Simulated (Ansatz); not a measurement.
The start is a relaxed HfO2 cell, doubled along one cell vector, shaken by Gaussian noise of σ = 0.08 Å a coordinate. The cell and all atomic positions are relaxed at zero pressure with r2SCAN (plane waves to 500 eV, PAW, scalar-relativistic; Ansatz, an electronic-structure program). The first steps use a coarse 5×3×7 k-mesh.

The start:
```yaml
crystal:
  lattice:
    - [4.83851, 0.00000, 0.00000]
    - [0.00000, 9.67702, 0.00000]
    - [0.00000, 0.00000, 3.22057]
  atoms:
    - { symbol: Hf, position: [0.49320, 0.24573, 0.51244] }
    - { symbol: Hf, position: [0.50693, 0.74741, 0.49459] }
    - { symbol: Hf, position: [0.99592, 0.00221, 0.97250] }
    - { symbol: Hf, position: [0.98349, 0.51210, 0.02698] }
    - { symbol: O, position: [0.82770, 0.39180, 0.54735] }
    - { symbol: O, position: [0.82392, 0.90336, 0.47575] }
    - { symbol: O, position: [0.30693, 0.34092, 0.99616] }
    - { symbol: O, position: [0.30611, 0.85527, 0.95203] }
    - { symbol: O, position: [0.67750, 0.16558, 0.00380] }
    - { symbol: O, position: [0.72768, 0.64573, 0.97849] }
    - { symbol: O, position: [0.21777, 0.10696, 0.47992] }
    - { symbol: O, position: [0.18338, 0.58565, 0.53112] }
```

```json
{
 "energy_released": "0.24 eV/atom",
 "relative_to_the_parent": "It relaxes back to the parent, P4₂/mnm (No. 136)",
 "band_gap_at_the_end": "4.53 eV, direct at Γ (no spin-orbit coupling)",
 "optimiser_moves": "4"
}
```

It ends as:

Space group P4₂/mnm (No. 136); a = 4.839 Å, b = 4.839 Å, c = 3.220 Å, α = 90.00°, β = 90.00°, γ = 90.00°

```json
[
 {"atom": "Hf", "site": "2b", "symmetry": "m.mm", "x": "0.0000", "y": "0.0000", "z": "0.5000"},
 {"atom": "O", "site": "4g", "symmetry": "m.2m", "x": "0.3051", "y": "0.3051", "z": "0.5000"}
]
```

Final values are on a 7×7×10 k-mesh of the relaxed cell. The start holds a very short contact (O–Hf 1.80 Å). No spin polarisation in the result.

The first start was generated by placing the elements on the sites of a structure type. Materials Project lists a structure of HfO2 in the same space group, P4₂/mnm (No. 136); the sites were not compared with it, nor with measured phases. Known forms of HfO2 include space group No. 14, 29, 137, 225.
